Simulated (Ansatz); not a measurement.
The elements of this relaxed trial crystal are hidden behind letters.

```
lattice vectors (Å)
   3.3023   -5.6449    0.0000
   3.3023    5.6449    0.0000
   0.0000    0.0000    5.5898
fractional positions
X 0.2554 0.7446 0.5000
X 0.7446 0.2554 0.5000
X 0.0000 0.0000 0.0000
Z 0.5000 0.5000 0.5000
Z 0.0000 0.0000 0.5000
```

All numbers below come from DFT PBE, scalar-relativistic, plane waves, PAW in Ansatz. The final run on the 5-atom cell used 420 eV, a Γ-centred 8×8×8 mesh, 0.10 eV smearing and no spin polarisation.

```
Space group                              : Cmmm (No. 65)
Conventional cell                        : a = 6.605 Å, b = 11.290 Å, c = 5.590 Å
Volume per atom                          : 41.68 Å³
Density                                  : 2.15 g/cm³
Formation energy                         : −0.12 eV/atom
Gap on the 8×8×8 mesh of the 5-atom cell : 0 eV (a metal)
```

Energies are uncorrected and count from the elements' standard states at the same level.

Problem. X is an s-block element of period 4 and Z is a p-block element of period 4. Which elements are they?

Solution. X = Ca, Z = As, so the formula is Ca3As2. Density times volume gives a mean mass of 2.15 × 41.68/1.6605 = 54.0 u per atom, and this set has 54.0 u. Among the elements that the hints allow, noble gases aside, only these give it. Around Ca on a site of symmetry m2m lie 2 As at 2.76–2.88 Å and 2 Ca at 3.30 Å; Ca on a site of symmetry mmm has 2 As at 2.79 Å; As on its first site has 2 Ca at 2.76 Å and 2 As at 3.30 Å; 1 more site not described.

Symmetry constrained the relaxation, so the result can be a saddle point.
